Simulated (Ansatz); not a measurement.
Method: Ansatz, DFT PBE, scalar-relativistic, plane waves, PAW. All cells share a 420 eV cutoff and Γ-centred k meshes spaced at most about 0.3 Å⁻¹ (about 0.25 or finer for metals, 2π included). No spin polarisation in the final relaxations.

These are static total energies at zero pressure. All come from trial cells, and lower structures may exist.

Question: These unrelaxed guesses for Ga2BSb3 are each relaxed within their symmetry. Order them by the energy at which they end, lowest first.
1.

```cif
data_structure
_symmetry_space_group_name_H-M 'P-3m1'
_symmetry_Int_Tables_number 164
_cell_length_a 5.8307
_cell_length_b 5.8307
_cell_length_c 4.8049
_cell_angle_alpha 90.000
_cell_angle_beta 90.000
_cell_angle_gamma 120.000
_cell_volume 141.47
loop_
_atom_site_label
_atom_site_type_symbol
_atom_site_symmetry_multiplicity
_atom_site_Wyckoff_symbol
_atom_site_fract_x
_atom_site_fract_y
_atom_site_fract_z
_atom_site_occupancy
Ga1 Ga 2 d 0.33333 0.66667 0.85176 1
B1 B 1 b 0.00000 0.00000 0.50000 1
Sb1 Sb 3 f 0.50000 0.00000 0.50000 1
```

2.

```cif
data_structure
_symmetry_space_group_name_H-M 'P-6m2'
_symmetry_Int_Tables_number 187
_cell_length_a 4.4762
_cell_length_b 4.4762
_cell_length_c 9.0349
_cell_angle_alpha 90.000
_cell_angle_beta 90.000
_cell_angle_gamma 120.000
_cell_volume 156.78
loop_
_atom_site_label
_atom_site_type_symbol
_atom_site_symmetry_multiplicity
_atom_site_Wyckoff_symbol
_atom_site_fract_x
_atom_site_fract_y
_atom_site_fract_z
_atom_site_occupancy
Ga1 Ga 2 i 0.66667 0.33333 0.24941 1
B1 B 1 a 0.00000 0.00000 0.00000 1
Sb1 Sb 1 b 0.00000 0.00000 0.50000 1
Sb2 Sb 1 c 0.33333 0.66667 0.00000 1
Sb3 Sb 1 d 0.33333 0.66667 0.50000 1
```

3.

```cif
data_structure
_symmetry_space_group_name_H-M 'P4/mmm'
_symmetry_Int_Tables_number 123
_cell_length_a 4.0829
_cell_length_b 4.0829
_cell_length_c 8.4511
_cell_angle_alpha 90.000
_cell_angle_beta 90.000
_cell_angle_gamma 90.000
_cell_volume 140.88
loop_
_atom_site_label
_atom_site_type_symbol
_atom_site_symmetry_multiplicity
_atom_site_Wyckoff_symbol
_atom_site_fract_x
_atom_site_fract_y
_atom_site_fract_z
_atom_site_occupancy
Ga1 Ga 2 f 0.00000 0.50000 0.00000 1
B1 B 1 d 0.50000 0.50000 0.50000 1
Sb1 Sb 2 g 0.00000 0.00000 0.83484 1
Sb2 Sb 1 c 0.50000 0.50000 0.00000 1
```

4.

```cif
data_structure
_symmetry_space_group_name_H-M 'P4/mmm'
_symmetry_Int_Tables_number 123
_cell_length_a 4.1125
_cell_length_b 4.1125
_cell_length_c 8.4327
_cell_angle_alpha 90.000
_cell_angle_beta 90.000
_cell_angle_gamma 90.000
_cell_volume 142.62
loop_
_atom_site_label
_atom_site_type_symbol
_atom_site_symmetry_multiplicity
_atom_site_Wyckoff_symbol
_atom_site_fract_x
_atom_site_fract_y
_atom_site_fract_z
_atom_site_occupancy
Ga1 Ga 2 h 0.50000 0.50000 0.80508 1
B1 B 1 b 0.00000 0.00000 0.50000 1
Sb1 Sb 1 a 0.00000 0.00000 0.00000 1
Sb2 Sb 2 g 0.00000 0.00000 0.27540 1
```

Answer: 4 (ends in P4/mmm, 0 meV/atom), 2 (ends in P-6m2, 128 meV/atom), 1 (ends in P6/mmm, 0.33 eV/atom), 3 (ends in P4/mmm, 0.39 eV/atom). Even the lowest end lies +0.55 eV/atom against the elements.

No dispersion correction is applied, so the spacing and binding between layers, chains or molecules are poorly described (P4/mmm at 25.3 Å³/atom), and this can change margins and order among such cells. These runs have no spin–orbit coupling, which can matter for Sb. Cells relaxed within their symmetry can be saddle points. Some candidate types were left out of the draw beforehand, so a known form may be missing.
